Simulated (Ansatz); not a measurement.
Take a crystal in which Hf has been replaced by Zr on all its sites, with the cell rescaled by a rough guess (in some cases also distorted within its space group) and nothing relaxed:

```xyz
2
Lattice="3.0883 0.0000 0.0000 -1.5441 2.6745 0.0000 0.0000 0.0000 4.8863" Properties=species:S:1:pos:R:3 pbc="T T T"
Zr    0.0000    1.7830    1.2216
Zr    1.5441    0.8915    3.6647
```

All numbers below come from Ansatz, DFT PBEsol, scalar-relativistic, plane waves, PAW.

Cutoff 420 eV; k points 15×15×10 on the computed 2-atom cell (Γ-centred); Gaussian smearing, width 0.10 eV; no spin polarisation.

**Question.** Will this cell want to expand or contract, and how hard?

**Answer.** The pressure is 12.8 GPa (positive in compression), so the cell would expand.

**Question.** Is it a metal on this mesh?

**Answer.** Yes, a band crosses the Fermi level.